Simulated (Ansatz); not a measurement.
Hf3ZrSe8 (P-3m1) at 2 levels of theory

One geometry, relaxed with PBE; plane waves with PAW potentials in Ansatz, scalar-relativistic. No spin polarisation. Gaps are the least over mesh and band path; pressure is positive in compression.

```cif
data_structure
_symmetry_space_group_name_H-M 'P-3m1'
_symmetry_Int_Tables_number 164
_cell_length_a 7.5587
_cell_length_b 7.5587
_cell_length_c 7.0000
_cell_angle_alpha 90.000
_cell_angle_beta 90.000
_cell_angle_gamma 120.000
_cell_volume 346.35
loop_
_atom_site_label
_atom_site_type_symbol
_atom_site_symmetry_multiplicity
_atom_site_Wyckoff_symbol
_atom_site_fract_x
_atom_site_fract_y
_atom_site_fract_z
_atom_site_occupancy
Zr1 Zr 1 a 0.00000 0.00000 0.00000 1
Hf1 Hf 3 e 0.50000 0.50000 0.00000 1
Se1 Se 6 i 0.66453 0.83227 0.22549 1
Se2 Se 2 d 0.66667 0.33333 0.22491 1
```

```csv
level,cutoff (eV),k mesh,gap (eV),pressure (GPa)
PBE,420,6×6×6,0.49,0.0
```

Q: What comes out on the same cell with PBEsol?

A:
```tsv
level	cutoff (eV)	k mesh	gap (eV)	pressure (GPa)
PBEsol	420	6×6×6	0.43	-2.6
```

Spin-orbit coupling matters for the bands of heavy elements and is left out. The cell holds layers, chains or molecules and no dispersion correction was added, so their binding is poorly described.

The cell was found from a structure generator's guess, not taken from experiment.
